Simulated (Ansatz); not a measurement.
An Ansatz (an electronic-structure program) run. Input:

Ansatz 0.2 input:
```yaml
crystal:
  lattice:
    - [0.0, 2.3104389676, 2.3104389676]
    - [2.3104389676, 0.0, 2.3104389676]
    - [2.3104389676, 2.3104389676, 0.0]
  atoms:
    - { symbol: Ir, position: [0.0, 0.0, 0.0] }
    - { symbol: C, position: [0.25, 0.25, 0.25] }
kpoints:
  mp_grid: { grid: [11, 11, 11] }
  band_path:
    path:
      - [[0.0, 0.0, 0.0], [0.5, 0.0, 0.5], [0.625, 0.25, 0.625]]  # Γ-X-U
      - [[0.375, 0.375, 0.75], [0.0, 0.0, 0.0], [0.5, 0.5, 0.5], [0.5, 0.25, 0.75], [0.5, 0.0, 0.5]]  # K-Γ-L-W-X
    npoints: 12
basis: { ecutwfc: 600, xc_grid: 2 }
hamiltonian:
  xc: pbe
  pseudopotentials: { azcp: { folder: ./paw }, kind: paw_fr }
magnetization: { noncollinear: true, spin_orbit: true }
scf:
  n_extra_bands: 13
  convergence: { dr2_threshold: 0.0000000001 }
  occupations: { method: gaussian, width: 0.05 }
output: { eigenvalues: true }
```

Output (shortened):

```
Pseudopotentials: kind: paw_fr
Pseudopotential: Ir, paw, valence charge 17
Pseudopotential: C, paw, valence charge 4
Functional definition: PBE
non-collinear run that drives no moment, with spin-orbit …
Crystal: 2 atoms, lattice volume = 24.667 Å³
Basis set: ecut = 600 eV, 869 PW (Γ), exchange–correlation on 54×54×54 points (8 copies of the dense FFT grid, shifted against one another)
Bands: 34, of which v1, the nominal top of the filled ones, is band 21 counted from 1 (20 counted from 0)
Symmetry: 24 space group operations + 24 with time reversal
k-points: 56 of 1331 (time reversal used)
Projection manifold: j_resolved (fully-relativistic pseudo-atomic orbitals)
Initial density: superposition of atomic densities (chi_scale 0.1, normalization cell, long waves kept (reshape's long-wave potential 0.00 eV rms))
Initial wavefunctions: pseudopotential atomic-orbital guess
Eigensolver: davidson
Functional: x = pbe(κ = 0.804, μ = 0.2195149727645171), c = pbe(β = 0.06672455060314922)
SCF iter   1: F=—  HF=-12219.230305 eV  |F-HF|=—  |Δ(HF+E_count)|=         —  Δρ=1.01e-1  dr2=2.64e0  dr2_m=0.00e0 (ungated)  ethr=3.10e-3  |M|=0.00e0 ∫|m|=0.00e0 μB  |m|>n=0.0e0 m-floor=0.0e0 τ_xc=0.0e0  β_m=0.30  ⟨swp⟩=6.2  Hψ=9276  notcnv=0  defer=71
all-band conjugate gradients solve this SCF's bands
preconditioner: auto → none
SCF iter   2: F=—  HF=-12218.807077 eV  |F-HF|=—  |Δ(HF+E_count)|=   4.23e-1  Δρ=5.83e-2  dr2=7.81e-1  dr2_m=0.00e0 (ungated)  ethr=3.10e-3  |M|=0.00e0 ∫|m|=0.00e0 μB  |m|>n=0.0e0 m-floor=0.0e0 τ_xc=0.0e0  β_m=0.47  ⟨swp⟩=2.0  Hψ=2690  notcnv=0  defer=394
SCF iter   3: F=—  HF=-12218.616536 eV  |F-HF|=—  |Δ(HF+E_count)|=   1.91e-1  Δρ=1.57e-2  dr2=4.06e-2  dr2_m=0.00e0 (ungated)  ethr=3.10e-3  |M|=0.00e0 ∫|m|=0.00e0 μB  |m|>n=0.0e0 m-floor=0.0e0 τ_xc=0.0e0  β_m=0.54  ⟨swp⟩=2.1  Hψ=2360  notcnv=0  defer=394
SCF iter   4: F=—  HF=-12218.608996 eV  |F-HF|=—  |Δ(HF+E_count)|=   7.54e-3  Δρ=3.15e-3  dr2=1.27e-3  dr2_m=0.00e0 (ungated)  ethr=1.93e-4  |M|=0.00e0 ∫|m|=0.00e0 μB  |m|>n=0.0e0 m-floor=0.0e0 τ_xc=0.0e0  β_m=0.60  ⟨swp⟩=2.0  Hψ=2632  notcnv=0  defer=394
SCF iter   5: F=—  HF=-12218.609372 eV  |F-HF|=—  |Δ(HF+E_count)|=   3.76e-4  Δρ=5.72e-4  dr2=4.54e-5  dr2_m=0.00e0 (ungated)  ethr=6.06e-6  |M|=0.00e0 ∫|m|=0.00e0 μB  |m|>n=0.0e0 m-floor=0.0e0 τ_xc=0.0e0  β_m=0.77  ⟨swp⟩=2.3  Hψ=2390  notcnv=0  defer=394
SCF iter   6: F=—  HF=-12218.609393 eV  |F-HF|=—  |Δ(HF+E_count)|=   2.14e-5  Δρ=9.09e-5  dr2=2.02e-6  dr2_m=0.00e0 (ungated)  ethr=2.16e-7  |M|=0.00e0 ∫|m|=0.00e0 μB  |m|>n=0.0e0 m-floor=0.0e0 τ_xc=0.0e0  β_m=0.75  ⟨swp⟩=2.3  Hψ=2313  notcnv=0  defer=394
SCF iter   7: F=—  HF=-12218.609393 eV  |F-HF|=—  |Δ(HF+E_count)|=   1.48e-7  Δρ=1.07e-5  dr2=2.26e-8  dr2_m=0.00e0 (ungated)  ethr=9.63e-9  |M|=0.00e0 ∫|m|=0.00e0 μB  |m|>n=0.0e0 m-floor=0.0e0 τ_xc=0.0e0  β_m=0.87  ⟨swp⟩=1.9  Hψ=2100  notcnv=0  defer=394
SCF iter   8: F=—  HF=-12218.609393 eV  |F-HF|=—  |Δ(HF+E_count)|=   4.76e-9  Δρ=7.15e-7  dr2=1.23e-10  dr2_m=0.00e0 (ungated)  ethr=1.08e-10  |M|=0.00e0 ∫|m|=0.00e0 μB  |m|>n=0.0e0 m-floor=0.0e0 τ_xc=0.0e0  β_m=0.89  ⟨swp⟩=2.1  Hψ=2277  notcnv=0  defer=394
SCF iter   9: F=-12218.609393 eV  HF=-12218.609393 eV  |F-HF|=3.64e-12  |Δ(HF+E_count)|=  7.64e-11  Δρ=6.38e-8  dr2=3.41e-13  dr2_m=0.00e0 (ungated)  ethr=1.00e-12  |M|=0.00e0 ∫|m|=0.00e0 μB  |m|>n=0.0e0 m-floor=0.0e0 τ_xc=0.0e0  ⟨swp⟩=7.6  Hψ=7220  notcnv=0
SCF 1 converged in 9 iterations: F = -12218.609393 eV  dr2 = 3.41e-13
NSCF: frozen V_eff on 74 k-points
SCF converged after 9 iterations
Magnetization: |M| = 0.0000 μB,  M = (+0.0000, +0.0000, +0.0000) μB
Absolute magnetization: 0.0000 μB (∫|m|)
  site 0: m = (+0.0000, +0.0000, +0.0000) μB, |m| = 0.0000 μB  (R = 0.83 Å)
  site 1: m = (+0.0000, +0.0000, +0.0000) μB, |m| = 0.0000 μB  (R = 0.83 Å)
Free energy (F): -12218.609393 eV
Harris-Foulkes:  -12218.609393 eV  (|F-HF|=3.64e-12)
Internal energy: -12218.608684 eV  (E = F + TS)
E sigma→0 (E₀):  -12218.609039 eV
Entropy (-TS):   -0.000709 eV (-0.355 meV/atom)
Fermi energy:    17.196324 eV
--- Per-component energies (eV) ---
  E_band       = -197.874634
  E_kinetic    = 609.668953
  E_local      = -1638.442105  (includes V_loc(G=0)·N_el)
  E_nonlocal   = 221.479959
  E_hartree    = 602.630599
  E_xc         = -271.203989
  E_vxc        = -307.051034  (∫ρ·V_xc dr)
  E_paw        = -9393.979480  (= ΣΔE_a)
  E_vpaw       = -288.791658  (= ΣTr[D̂ρ^β])
  E_aug_tail   = 0.000052  (compensation charges beyond the density's cutoff)
  E_ewald      = -2348.762672
  E_smearing   = -0.000709  (= −TS)
  E_closure    = 0.000000  (closes the sum)
  Σ components = -12218.609393   (vs F -12218.609393, Δ=0.00e0)
  [band-id]    e_kinetic+e_local+e_nonlocal+2·e_hartree+e_vxc+e_vpaw+e_augmentation_tail = -197.874635   (vs E_band -197.874634, Δ=-1.93e-6)
--- Band table (eV; the first three rows and the last of 56) ---
  k-point 0: bands = ["-75.4153", "-75.4153", "-42.2674", "-42.2674", "-28.7442", "-28.7442", "-28.7442", "-28.7442", "2.9926", "2.9926", "10.3376", "10.3376", "10.3376", "10.3376", "10.7223", "10.7223", "14.8067", "14.8067", "14.8067", "14.8067", "20.5726", "20.5726", "23.3409", "23.3409", "23.3409", "23.3409", "23.6786", "23.6786", "29.3361", "29.3361", "31.3096", "31.3096", "31.3096", "31.3096"]
  k-point 1: bands = ["-75.4149", "-75.4149", "-42.2692", "-42.2692", "-28.7540", "-28.7540", "-28.7463", "-28.7463", "3.1377", "3.1377", "10.2981", "10.2981", "10.3720", "10.4387", "10.7609", "10.7609", "14.6932", "14.7426", "14.7426", "14.8672", "20.8932", "20.8932", "22.9952", "22.9952", "23.1795", "23.3933", "23.5745", "23.5745", "28.9838", "28.9838", "30.6369", "30.6369", "31.3988", "31.4258"]
  k-point 2: bands = ["-75.4139", "-75.4139", "-42.2742", "-42.2742", "-28.7802", "-28.7802", "-28.7521", "-28.7521", "3.5347", "3.5347", "10.1838", "10.1838", "10.5107", "10.6337", "10.9340", "10.9340", "14.6121", "14.6245", "14.6245", "14.9249", "21.1823", "21.1823", "22.4722", "22.4722", "22.8416", "23.2059", "23.2359", "23.2359", "27.6361", "27.6361", "30.6028", "30.6028", "31.6966", "31.7442"]
  k-point 55: bands = ["-75.4092", "-75.4092", "-42.3000", "-42.2966", "-28.8702", "-28.8499", "-28.8282", "-28.8213", "5.3791", "5.6268", "10.3276", "10.5364", "11.5801", "11.7634", "12.6299", "12.9021", "13.8911", "14.2766", "15.1057", "15.4151", "16.3989", "16.4965", "18.2010", "18.5571", "19.8148", "20.5263", "27.8820", "27.9764", "28.7962", "28.8699", "29.4109", "29.6054", "30.8298", "31.1727"]
  band table: 34 of 34 bands, residual norms ≤ 1.0e-3 eV
```

Cost: around 16 core-seconds (rough) on shared cores.

Space group F-43m (zinc blende). The start of the workflow was typed in or built on a structure type; neither database checked (COD, Materials Project) lists it. Whether it is the stable phase at ambient conditions was not checked. Symmetry was held in the PBE relaxation; whether a distortion lowers the energy is not shown. The run is not spin-polarised. Its formation energy is positive at this level, so the cell may be metastable or incomplete.

Potentials: the earlier of the program's two PAW sets.

Ansatz is a plane-wave DFT program.
